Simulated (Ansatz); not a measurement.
ZnRe (P-6m2): energy against the cell's spin moment

```yaml
crystal:
  lattice:
    - [2.74822, 0.00000, 0.00000]
    - [-1.37411, 2.38003, 0.00000]
    - [0.00000, 0.00000, 4.49407]
  atoms:
    - { symbol: Zn, position: [0.00000, 0.00000, 0.00000] }
    - { symbol: Re, position: [0.33333, 0.66667, 0.50000] }
```

The source of the geometry is a structure from the Materials Project; atoms and cell stay fixed.

Common settings: PBEsol, 16×16×9 k mesh, Fermi–Dirac smearing of 0.08 eV. PAW means Ansatz 0.2.0 on its default frozen-core files; LAPW is all-electron LAPW in Ansatz 0.2.0. Site moments are integrated in spheres about the atoms, whose radii differ between the methods. Start moments of the first PAW run (μB): Re2 1.5.

The total moment M of the cell is held by giving each spin its own Fermi level. Half their difference over μB is the field that would hold M, so μB·B = dF/dM. Energies count from each method's free run. The held moment starts spread evenly over Re2.

Task: Does the cell keep a net moment when the moments are free, and how does its energy change with a held moment?

Result: The free run has no net moment (M = 0.00 μB). 
```csv
M (μB/cell),ΔF PAW (meV/cell),ΔF LAPW (meV/cell),"B, PAW (T)","largest site moment, PAW (μB)","pressure, PAW (GPa)"
0.00,0.0,0.0,–,0.00,-9.2
0.05,+0.7,–,+474,0.04,-9.2
0.15,+6.1,+6.1,+1407,0.11,-9.2
0.30,+24.1,–,+2696,0.23,-9.0
0.50,+65.0,+64.8,+4413,0.37,-8.6
0.80,+166.1,+165.5,+7111,0.59,-7.5
1.20,+365.5,+364.3,+10134,0.88,-5.7
```

Task: The unpolarised density of states at the Fermi level, averaged over the smearing, is 1.16 states/eV per cell. What Stoner enhancement follows from the smallest held moment?

Result: S = M/(μB·B·N) = 0.05/(0.0275 eV × 1.16/eV) ≈ 1.6, so I·N/2 ≈ 0.36; the Stoner criterion for ferromagnetism asks for 1. On this mesh S is a rough figure.

Task: Check μB·B = dF/dM between M = 0.15 and 0.30 μB with the PAW numbers.

Result: ΔF/ΔM = +17.9 meV / 0.15 = +119.4 meV per μB, which is +2064 T with μB = 0.05788 meV/T. The mean of the two holding fields is +2051 T. The slope equals the mean of B over the step, so the two agree where B(M) is nearly straight between its ends, and here they lie within a tenth of each other.

Separate runs put a uniform field on the spins (g = 2):

```csv
field (T),M PAW (μB/cell),M LAPW (μB/cell)
200,0.021,0.021
1000,0.106,0.106
3000,0.337,0.338
```

The PAW files were made with PBE; the program remakes their cores once for the run's functional and then keeps them frozen. The Ansatz runs typed with the search for lower states off end where their start leads. Spin–orbit coupling is left out although heavy atoms are present. None of this fixes the real material's magnetic order: only patterns that fit the cell were computed, at zero temperature, with a functional that can overstate moments.
